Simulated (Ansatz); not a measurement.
Input:

Cs2KScF6:
```
CELL_PARAMETERS angstrom
      0.00000     4.62889     4.62889
      4.62889     0.00000     4.62889
      4.62889     4.62889     0.00000
ATOMIC_POSITIONS crystal
  K  0.50000 0.50000 0.50000
  Cs 0.25000 0.25000 0.25000
  Cs 0.75000 0.75000 0.75000
  Sc 0.00000 0.00000 0.00000
  F  0.78143 0.21857 0.21857
  F  0.21857 0.78143 0.78143
  F  0.21857 0.78143 0.21857
  F  0.78143 0.21857 0.78143
  F  0.21857 0.21857 0.78143
  F  0.78143 0.78143 0.21857
```

This is the HSE06-relaxed structure.

Problem. All from plane-wave PAW HSE06 (Ansatz code), unless another level is named. Give the band gap.

Solution. 8.99 eV (direct).

Problem. Predict the valence-band maximum.

Solution. at Γ.

Space group Fm-3m. The first step of the workflow began from a Materials Project structure, measured or hypothetical; the Crystallography Open Database copy checked does not list it. Whether it is the stable phase at ambient conditions was not checked. Symmetry was held in the HSE06 relaxation; whether a distortion lowers the energy is not shown. The run is not spin-polarised. The hybrid was solved on a coarse mesh, the path and, where they were found, the r²SCAN edge points; its band edges are the extreme levels among these. Scalar-relativistic: spin–orbit coupling is off unless named, which matters more the heavier the elements.

Potentials: the later of the program's two PAW sets.
